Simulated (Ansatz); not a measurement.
GeMo$_{2}$:
```xyz
6
Lattice="3.7085 0.0000 0.0000 0.0000 3.7085 0.0000 0.0000 0.0000 6.9201" Properties=species:S:1:pos:R:3 pbc="T T T"
Mo     0.0000     0.0000     0.0000
Mo     1.8543     1.8543     0.0000
Mo     1.8543     0.0000     2.2980
Mo     0.0000     1.8543     4.6221
Ge     1.8543     0.0000     4.8988
Ge     0.0000     1.8543     2.0213
```

Relaxed with PBE. Special points in fractions of this cell's reciprocal vectors: Γ (0.000, 0.000, 0.000); X (0.000, 0.500, 0.000); M (0.500, 0.500, 0.000); Z (0.000, 0.000, 0.500); R (0.000, 0.500, 0.500); A (0.500, 0.500, 0.500).

**Question.** List the band energies nearest the Fermi level at these points for PBE (plane waves, PAW; program Ansatz).

**Answer.** In eV from the Fermi level; about four levels below and three above (degenerate sets whole), none deeper than 8.9 eV; points with the same levels are listed once.

```
k                    below                above
-  -----------------------  -------------------
Γ  -0.29 -0.14 -0.11 -0.11       1.70 1.76 1.76
X  -1.54 -1.54 -0.19 -0.19  0.22 0.22 0.70 0.70
M  -2.35 -2.35 -0.59 -0.59  0.19 0.19 0.49 0.49
Z  -0.75 -0.75 -0.75 -0.13       0.03 0.76 0.76
R  -1.07 -1.07 -0.47 -0.47  0.08 0.08 0.92 0.92
A  -2.30 -2.30 -2.12 -2.12  0.53 0.53 0.55 0.55
```

Space group P4/nmm. A made-up cell: these elements were put on the sites of a structure type; neither database checked (COD, Materials Project) lists it. Its standing as an ambient phase is unchecked. Symmetry was held in the PBE relaxation; its stability against distortions is not shown here. No spin polarisation was allowed. Scalar-relativistic: spin–orbit coupling is off unless named, which matters more the heavier the elements.

Potentials: the later of the program's two PAW sets.
